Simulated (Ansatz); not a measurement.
The elements of this relaxed trial crystal are hidden behind letters.

```
lattice vectors (Å)
   5.8355    0.0000    0.0000
   0.0000    5.8355    0.0000
   0.0000    0.0000    5.8355
fractional positions
X 0.5000 0.0000 0.0000
X 0.0000 0.0000 0.5000
X 0.0000 0.5000 0.0000
Z 0.5000 0.5000 0.5000
Q 0.7606 0.2394 0.7606
Q 0.7606 0.7606 0.2394
Q 0.2394 0.2394 0.2394
Q 0.2394 0.7606 0.7606
```

Theory: DFT PBE, scalar-relativistic, plane waves, PAW in Ansatz 0.2.0. The final run on the 8-atom cell used 420 eV, a Γ-centred 6×6×6 mesh, 0.02 eV smearing and no spin polarisation.

```
Space group                              : P-43m (No. 215)
Conventional cell                        : a = 5.835 Å
Volume per atom                          : 24.84 Å³
Density                                  : 4.14 g/cm³
Energy over the elements                 : −0.415 eV/atom
Gap on the 6×6×6 mesh of the 8-atom cell : 1.16 eV
```

Energies are uncorrected and count from the elements' standard states at the same level.

Question: X is a p-block element of period 3, Z is a p-block element of period 5 and Q is a p-block element of period 4. Which elements are they?

Answer: X = Al, Z = In, Q = As, so the formula is Al3InAs4. Density times volume gives a mean mass of 4.14 × 24.84/1.6605 = 61.9 u per atom, and this set has 61.9 u. Among the elements that the hints allow, noble gases aside, only these give it. Around Al lie 4 As at 2.49 Å; In is surrounded by 4 As at 2.63 Å; As is surrounded by 3 Al at 2.49 Å and 1 In at 2.63 Å.

Kohn–Sham gaps at this level usually fall short of measured ones. A later test with randomly moved atoms came back to the same energy, though modes that don't fit the test's cell weren't probed.
